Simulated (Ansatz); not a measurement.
Total density of states per atom from DFT-PBEsol in the program Ansatz with PAW potentials, in 0.25 eV bins, energy from the Fermi level:

```
E (eV) | states/eV/atom
    -7.85 | ### 0.17
    -7.60 | ### 0.19
    -7.35 | #### 0.23
    -7.10 | #### 0.21
    -6.85 | ## 0.13
    -6.60 | ## 0.10
    -6.35 | ### 0.18
    -6.10 | #### 0.22
    -5.85 | ### 0.15
    -5.60 | ## 0.12
    -5.35 | ## 0.10
    -5.10 | # 0.08
    -4.85 | ### 0.17
    -4.60 | #### 0.22
    -4.35 | ##### 0.28
    -4.10 | ###### 0.32
    -3.85 | ####### 0.38
    -3.60 | ##### 0.30
    -3.35 | ##### 0.30
    -3.10 | ##### 0.31
    -2.85 | ######## 0.47
    -2.60 | ############ 0.67
    -2.35 | ############# 0.72
    -2.10 | ########### 0.62
    -1.85 | ###### 0.36
    -1.60 | ################ 0.91
    -1.35 | ##################### 1.19
    -1.10 | ###################### 1.22
    -0.85 | ############################## 1.70
    -0.60 | ################ 0.94
    -0.35 | ############ 0.68
    -0.10 | ########## 0.55
     0.15 | ######### 0.51
     0.40 | ########## 0.58
     0.65 | ############# 0.73
     0.90 | ################ 0.92
     1.15 | ################## 1.00
     1.40 | ############ 0.70
     1.65 | ########### 0.63
     1.90 | ######### 0.51
     2.15 | ###### 0.34
     2.40 | ########### 0.61
     2.65 | ############ 0.71
     2.90 | ############# 0.71
     3.15 | ########### 0.64
     3.40 | ############## 0.78
     3.65 | ################## 1.04
     3.90 | ################### 1.06
     4.15 | ################# 0.96
```

**Question.** Pick the material that matches.
A. Zr4Al3, P6/mmm (Zr on 2e, Zr on 2d, Al on 3f)
B. AlPd, P2_13 (Al on 4a, Pd on 4a)
C. AlBO3, R-3c (Al on 6b, B on 6a, O on 18e)
D. ZrRh, Pnma (Zr on 4c, Rh on 4c)

**Answer.** A, Zr4Al3, P6/mmm (Zr on 2e, Zr on 2d, Al on 3f). Within 0.5 eV of the Fermi level: Zr 4d 76 %, Al 3p 15 %. Projections are on Löwdin-orthogonalised atomic valence shells; empty p or d shells of many metals are not among them.

The first step of the workflow began from a Materials Project structure, measured or hypothetical; the Crystallography Open Database copy checked does not list it. Whether it is the stable phase at ambient conditions was not checked. The cell was relaxed with PBEsol under the symmetry of its start; of distortions, only those at the zone centre were tested. The run is not spin-polarised. Spin–orbit coupling is left out wherever it is not named.

Potentials: the later of the program's two PAW sets.
